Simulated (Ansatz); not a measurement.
Cr:
```
CELL_PARAMETERS angstrom
      2.94549     0.00000     0.00000
      0.00000     2.94549     0.00000
      0.00000     0.00000     2.94549
ATOMIC_POSITIONS crystal
  Cr 0.00000 0.00000 0.00000
  Cr 0.50000 0.50000 0.50000
```
Starting moments (μB, in the order of the atoms Cr Cr): 2.7 -2.7.

Relaxed with plane-wave PAW r²SCAN+D4 (Ansatz code). Indices refer to the conventional cell of Im-3m, a = b = c = 2.945 Å, α = β = γ = 90.00°.

### Question
Simulate the powder diffraction pattern (Ag Kα, λ = 0.560885 Å; lines above 1 %) up to 2θ = 30°.

### Answer
Simulated powder pattern, Ag Kα, λ = 0.560885 Å (kinematic, ideal powder, no thermal factors, no anomalous dispersion; the 30 strongest lines at most, above 1 %, up to 2θ = 30°):

```
2θ (°)  d (Å)  I/Imax (%)    hkl
------  -----  ----------  -----
15.48   2.083         100  (110)
21.95   1.473          16  (200)
26.97   1.202          31  (211)
```

The cell was relaxed with r²SCAN+D4 under the symmetry of its start, as lowered by the spin order. Spin order of the final state: antiferromagnetic, chosen from 3 collinear starts compared on coarse meshes (ties went to the first, and starts can fall back to one state), not a proven ground state. Textbook magnetic order: a spin-density-wave antiferromagnet. Other orbital occupations within this spin state were not tried. For itinerant 3d metals, meta-GGAs of the SCAN family and hybrids are commonly reported to give too large moments. The pairwise dispersion correction was not fitted to metals. Point labels and valley counts follow the cell and symmetry of the run, lower than the named group.

Potentials: the later of the program's two PAW sets.
